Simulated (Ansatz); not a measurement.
In3BAs4, ordered on the zincblende lattice (Pmm2) with 8 atoms a cell, relaxed with r2SCAN. Around B lie 4 As at 2.09–2.32 Å; around As lie 2 B at 2.32 Å and 2 In at 2.63 Å; around In lie 4 As at 2.60–2.63 Å; around As lie 1 B at 2.09 Å and 3 In at 2.62–2.70 Å; around In lie 4 As at 2.60–2.70 Å; around As lie 4 In at 2.60 Å.

Space group Pmm2 (No. 25). a = 4.051 Å, b = 8.180 Å, c = 5.849 Å, α = 90.00°, β = 90.00°, γ = 90.00°
```
atom  site  symmetry       x       y       z
   B    1a       mm2  0.0000  0.0000  0.9807
  As    1c       mm2  0.5000  0.0000  0.1729
  In    2h       m..  0.5000  0.2220  0.4977
  As    2g       m..  0.0000  0.2122  0.7805
  In    1b       mm2  0.0000  0.5000  0.0063
  As    1d       mm2  0.5000  0.5000  0.2839
```

The questions ask for values computed with the plane-wave code Ansatz on this geometry. All values are calculated for a non-magnetic cell, which may be hypothetical.

Q: What gap does r2SCAN give, and where are the band edges?

A: The r2SCAN gap is direct at Γ: 0.05 eV. (This is within a few times the smearing of 0.02 eV, so the filling near the edges can be smeared.)

Q: What does PBE give for the gap (6×4×4 mesh)?

A: PBE gives no gap: the lowest nominally empty band dips 0.02 eV below the top of the last filled one (its bottom at Γ–Z (0.10 of the way from Γ), the top at Y–Γ (0.80 of the way from Y)), so the cell is a metal or semimetal at this level.

Q: How does the gap change from r2SCAN to HSE06 (4×2×4)?

A: HSE06 gives a direct gap of 0.40 eV at Γ. The gap differs by +0.35 eV from r2SCAN's.

Q: What do these levels agree on?

A: The levels disagree on the kind of gap: direct with r2SCAN, HSE06; no gap with PBE.

No spin-orbit coupling is included; it can move band edges with weight on the heavy atoms by tenths of an eV.

The meshes of the hybrids are coarse, so their gaps aren't converged to the digits shown.

Gaps under 0.1 eV (r2SCAN) can't be told from a closed one: the bands may be in normal order or already inverted, which a gap's size doesn't show.
